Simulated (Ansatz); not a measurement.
GaSb$_{3}$: a vibration from a frozen displacement

All numbers below come from Ansatz 0.2.0, DFT PBEsol+D3(BJ), scalar-relativistic, plane waves, PAW. Settings: plane waves to 420 eV, k-mesh 12×12×12 (Γ-centred), Gaussian smearing 0.15 eV. Spin–orbit coupling is left out, which matters for the heavy elements here. No spin polarisation. Energies are free energies at this smearing, counted from the undisturbed cell; pressure is positive in compression.

Zero of the scan (relaxed at this level; with this scan's settings it stands at 0.5 GPa; it needn't be the usual structure):

```
Ga Sb
1.0
     0.00000    3.58550    3.58550
     3.58550    0.00000    3.58550
     3.58550    3.58550    0.00000
Ga Sb
1 3
Direct
  0.00000 0.00000 0.00000
  0.25000 0.25000 0.25000
  0.75000 0.75000 0.75000
  0.50000 0.50000 0.50000
```

Atom 1 (Ga) is moved by x along the Cartesian unit vector (1.000, 0.000, 0.000); the cell and all other atoms stay fixed. The cell's volume is 92.19 Å³; the moved atoms weigh 69.723 u together and the others 365.280 u. Some rows repeat others by symmetry and weren't run.

```
  x (Å)  ΔE (meV/cell) total force on the moved atoms along the move (eV/Å) pressure (GPa)
-0.1000          10.44                                                0.2094          0.5620
-0.0833           7.24                                                0.1742          0.5359
-0.0667           4.64                                                0.1393          0.5147
-0.0333           1.16                                                0.0694          0.4862
 0.0000           0.00                                                0.0000          0.4768
 0.0333           1.16                                               -0.0694          0.4862
 0.0667           4.64                                               -0.1393          0.5147
 0.0833           7.24                                               -0.1742          0.5359
 0.1000          10.44                                               -0.2094          0.5620
```

Q: What frequency belongs to this motion?

A: The force constant is k = −dF/dx = 2.084 eV/Å², from the parabola through x = -0.0333, 0 and 0.0333. In every cell the moved atoms swing against the rest, so the mass is μ = m₁m₂/(m₁ + m₂) = 58.548 u, and ν̃ = 521.5 cm⁻¹ × √(|k|/μ) = 98 cm⁻¹. The pattern needn't be a normal mode: ν̃² is then a weighted mean of the squared nonzero frequencies at the zone centre of this cell, so it lies between the lowest and the highest of them.

Q: How far does the harmonic law reach?

A: At x = -0.100 Å, kx²/2 = 10.42 meV against the computed 10.44 meV (+0.2 %): the well is still close to harmonic there.

Q: The pressure changes with x². What does that say about the frequency under compression?

A: With E = k(V)x²/2, k ∝ V^(−2γ) and x scaling with the cell as V^(1/3), P − P0 = −∂E/∂V = (2γ − 2/3) ΔE/V. At x = 0.0667 Å, V(P − P0) = 92.19 × 0.03795 / 160.2 eV = 21.84 meV and ΔE = 4.64 meV, so γ = 1/3 + V(P − P0)/(2ΔE) = 2.69. This is the Grüneisen parameter of the motion under uniform scaling of the cell: shrinking the cell evenly by 1 % in volume raises the frequency by about 2.69 %.

In a metal these slopes depend on the k mesh and the smearing.

Cost: 5 runs of about 3.1 core-minutes in all, on Arm Neoverse V2 (shared hosts).